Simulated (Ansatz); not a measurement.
## Zn3SeS2: computed properties

Level of theory: DFT PBE, scalar-relativistic, plane waves, PAW in Ansatz 0.2.0.

Settings: cutoff 420 eV, Γ-centred mesh 12×12×2 on the computed 12-atom cell, Gaussian smearing of 0.02 eV; no spin polarisation.

The structure is relaxed at this level of theory with its symmetry kept, and needn't be the ground state of this composition.

```xyz
12
Lattice="3.9158 0.0000 0.0000 -1.9579 3.3912 0.0000 0.0000 0.0000 19.2194" Properties=species:S:1:pos:R:3 pbc="T T T"
Zn    0.0000    0.0000    0.0981
Zn    0.0000    0.0000    9.7078
Zn    0.0000    2.2608    3.2040
Zn    1.9579    1.1304   12.8137
Zn    1.9579    1.1304    6.3128
Zn    0.0000    2.2608   15.9225
Se    1.9579    1.1304    8.7914
Se    0.0000    2.2608   18.4011
S     0.0000    0.0000    2.4545
S     0.0000    0.0000   12.0642
S     0.0000    2.2608    5.5659
S     1.9579    1.1304   15.1756
```

Question: Formation energy from the elements' standard states (uncorrected)?

Answer: -0.774 eV/atom.

Question: Kohn–Sham band gap?

Answer: 1.45 eV, direct at Γ.

Question: Orbital (Löwdin) character of the top 1 eV of the valence band?

Answer: Se 4p 53 %, S 3p 36 %, Zn 3d 7 %.

Question: Orbital (Löwdin) character of the lowest 1 eV of the conduction band?

Answer: Zn 4s 57 %, S 3s 19 %, S 3p 12 %.

Question: Electron masses at the edge by direction of the standard setting (m_e; one valley, along these axes only; no spin-orbit coupling)?

Answer: x: 0.14; y: 0.14; z: 0.14.

Question: Hole masses at the edge by direction of the standard setting (m_e; one valley, along these axes only; no spin-orbit coupling)?

Answer: x: 1.2, 0.13; y: 1.2, 0.13; z: 3.1, 3.1.

The cell was found from a structure generator's guess, not taken from experiment. Kohn–Sham gaps at this level usually fall short of measured ones. Löwdin shares on free-atom orbitals overweight diffuse shells in the empty bands.
